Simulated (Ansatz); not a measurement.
Below is a relaxed structure of HfO₃. The cell was found from a structure generator's guess, not taken from experiment.

Computed with DFT PBE, scalar-relativistic, plane waves, PAW (Ansatz). Cutoff 420 eV, Γ-centred mesh, Gaussian smearing, no spin polarisation.

```yaml
crystal:
  lattice:
    - [3.32360, 0.00000, 0.00000]
    - [0.00000, 3.32360, 0.00000]
    - [0.00000, 0.00000, 3.32360]
  atoms:
    - { symbol: Hf, position: [0.00000, 0.00000, 0.00000] }
    - { symbol: O, position: [0.00000, 0.50000, 0.50000] }
    - { symbol: O, position: [0.50000, 0.00000, 0.50000] }
    - { symbol: O, position: [0.50000, 0.50000, 0.00000] }
```

Formation energies are uncorrected and refer to the elements' standard structures at the same level (O₂ as a molecule).

(1) What space group does it have?

(2) How far does it lie from the elements in energy?

(3) Is it a metal?

Results:

(1) Pm-3m (No. 221). Conventional cell: a = 3.324 Å. Around Hf lie 12 O at 2.35 Å; O is surrounded by 4 Hf at 2.35 Å and 8 O at 2.35 Å.

(2) −1.46 eV/atom.

(3) Yes, bands cross the Fermi level on the 14×14×14 mesh.

The last run used a 14×14×14 mesh for its 4-atom cell and Gaussian smearing of 0.10 eV. Spin–orbit coupling, which can matter for Hf, is left out. Symmetry constrained the relaxation, so the result can be a saddle point. Another cell of HfO3 relaxed alike, in Pm-3n, lies 0.55 eV/atom lower, so this cell isn't the stable form at this level.
